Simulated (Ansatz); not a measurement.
AlRu:
```xyz
2
Lattice="2.9762 0.0000 0.0000 0.0000 2.9762 0.0000 0.0000 0.0000 2.9762" Properties=species:S:1:pos:R:3 pbc="T T T"
Ru     0.0000     0.0000     0.0000
Al     1.4881     1.4881     1.4881
```

Relaxed with PBEsol. Special points in fractions of this cell's reciprocal vectors: Γ (0.000, 0.000, 0.000); X (0.000, 0.500, 0.000); M (0.500, 0.500, 0.000); R (0.500, 0.500, 0.500).

Problem. List the band energies nearest the Fermi level at these points for DFT-PBEsol with spin–orbit coupling in the program Ansatz with PAW potentials.

Solution. In eV from the Fermi level; about four levels below and three above (degenerate sets whole), none deeper than 8.9 eV; points with the same levels are listed once.

```json
[
 {"k": "Γ", "below": "-3.71 -3.71 -3.71 -3.71", "above": "0.10 0.10 0.10 0.10"},
 {"k": "X", "below": "-1.72 -1.72 -1.60 -1.60", "above": "0.44 0.44 2.32 2.32"},
 {"k": "M", "below": "-1.27 -1.27 -1.16 -1.16", "above": "1.54 1.54 5.36 5.36"},
 {"k": "R", "below": "-4.77 -4.77 -4.77 -4.77 -4.68 -4.68", "above": "1.63 1.63 1.63 1.63"}
]
```

Space group Pm-3m (CsCl type). Symmetry was held in the PBEsol relaxation. The run is not spin-polarised.

Potentials: the earlier of the program's two PAW sets. The files were generated under PBE; for other functionals the program regenerates the frozen cores, and for LDA and PBEsol the local potential too.
